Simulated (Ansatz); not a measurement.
CuSn: zone-centre modes under pressure

CuSn, P6_3/mmc, a = 4.074 Å, c = 4.928 Å. The structure is a COD entry; whether it is the stable form wasn't checked. Ansatz: LDA, PAW, 420 eV, Γ-centred 12×12×8 mesh on 4 atoms, Fermi-Dirac smearing 0.15 eV; no spin polarisation. Cell and atoms are relaxed at each pressure with the symmetry kept; optical modes at Γ by linear response, in cm⁻¹, matched by rank (the highest 3 distinct ones).

| P (GPa) | V (Å³/atom) | ω1 | ω2 | ω3 |
| --- | --- | --- | --- | --- |
| 0 | 17.709 | 135.5 | 190.3 | 242.7 |
| 5 | 16.939 | 148.6 | 208.9 | 267.4 |
| 15 | 15.831 | ? | ? | ? |

Task: Get each mode's Grüneisen parameter γ = −d ln ω/d ln V from the other rows and predict the missing frequencies.

Result: ln(V/V0) = 0.0000, -0.0445, -0.1121; a line through ln(ω/ω0) of the 2 known rows gives ω1: γ = 2.074, predicted 171.0, computed 169.9; ω2: γ = 2.096, predicted 240.7, computed 238.7; ω3: γ = 2.178, predicted 309.8, computed 306.9. The worst miss is 1.0 %, or 5 % of the shift under pressure, so a constant γ serves at that level. In a metal these frequencies hang on the mesh and smearing.